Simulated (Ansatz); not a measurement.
## Bi2Se3: ²⁰⁹Bi nuclear quadrupole resonance

Cell: a COD entry, atoms as given.

```
Bi Se
1.0
     1.96496    1.13447    9.14266
    -1.96496    1.13447    9.14266
     0.00000   -2.26894    9.14266
Bi Se
2 3
Direct
  0.60100 0.60100 0.60100
  0.39900 0.39900 0.39900
  0.79400 0.79400 0.79400
  0.20600 0.20600 0.20600
  0.00000 0.00000 0.00000
```

Sites (sets of like atoms) are named by element and the number of their first atom in this list.

Level of theory: DFT, PBE, plane waves and PAW, scalar-relativistic, 420 eV cutoff, Γ-centred 13×13×13 k-points, Fermi–Dirac smearing 0.02 eV (Ansatz 0.2.0).

²⁰⁹Bi: I = 9/2, Q = -516.0 mb (year-2017 value). Static lattice, zero field.

Problem. Predict the zero-field ²⁰⁹Bi lines of each site.

Solution. For I = 9/2 and η = 0 the lines are |C_Q|/24 times 1, 2, 3 and 4; η shifts the lowest up most.

| site | atoms | V_zz (10²¹ V/m²) | C_Q (MHz) | η | line frequencies (MHz) |
| --- | --- | --- | --- | --- | --- |
| Bi | 1, 2 | 1.67 | -20.8 | 0.00 | 0.868, 1.74, 2.60, 3.47 |

An axis of threefold or higher order runs through Bi, so V_zz lies along it and η is zero.

At this cell the PBE pressure is 12 GPa, so with PBE the cell would grow if it were relaxed. The entry's cell may itself be off. The largest force is 1.2 eV/Å, so the atoms aren't at the calculated equilibrium and relaxing them would move these values. With no gap above 0.1 eV, as in a metal, the gradients converge slowly in k; expect changes of a tenth or more on a denser mesh. Spin–orbit coupling is left out, which shifts gradients on Bi by a few per cent in wide-gap crystals, and can shift them far more where the calculated gap is small or absent, as here. Newer work puts Q(²⁰⁹Bi) near −420 mb, which would lower these couplings by about a fifth. Semilocal functionals make gaps too small and can close them, so the real compound need not be a metal.
